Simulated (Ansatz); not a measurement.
Consider the following.

SnAu:
```cif
data_Au2Sn2
_chemical_formula_sum 'Sn2 Au2'
_space_group_name_H-M_alt 'P63/mmc'
_space_group_IT_number 194
_space_group_name_Hall '-P 6c 2c'
_cell_length_a 4.29657
_cell_length_b 4.29657
_cell_length_c 5.49980
_cell_angle_alpha 90.000
_cell_angle_beta 90.000
_cell_angle_gamma 120.000
loop_
_atom_site_label
_atom_site_type_symbol
_atom_site_symmetry_multiplicity
_atom_site_Wyckoff_symbol
_atom_site_fract_x
_atom_site_fract_y
_atom_site_fract_z
_atom_site_occupancy
Sn1 Sn 2 c 0.33333 0.66667 0.25000 1
Au1 Au 2 a 0.00000 0.00000 0.00000 1
```

This is the LDA-relaxed structure.

Question: All from LDA (plane waves, PAW; program Ansatz), unless another level is named. Estimate the formation energy from the elements (no fitted shifts).

Answer: -0.20 eV/atom.

Question: Give the density of states at the Fermi level.

Answer: 0.33 states/eV per atom (mean over ±0.08 eV).

Space group P6_3/mmc (NiAs type). The workflow started from a Materials Project entry (that database holds measured and hypothetical structures alike); the Crystallography Open Database files this formula in space group No. 194, but the cells were not matched. Its standing as an ambient phase is unchecked. The LDA relaxation kept the symmetry of its start; of distortions, only those at the zone centre were tested. The references are the lowest solids computed at this level, not always the standard phases. Scalar-relativistic: spin–orbit coupling is off unless named, which matters more the heavier the elements.

Potentials: the later of the program's two PAW sets.
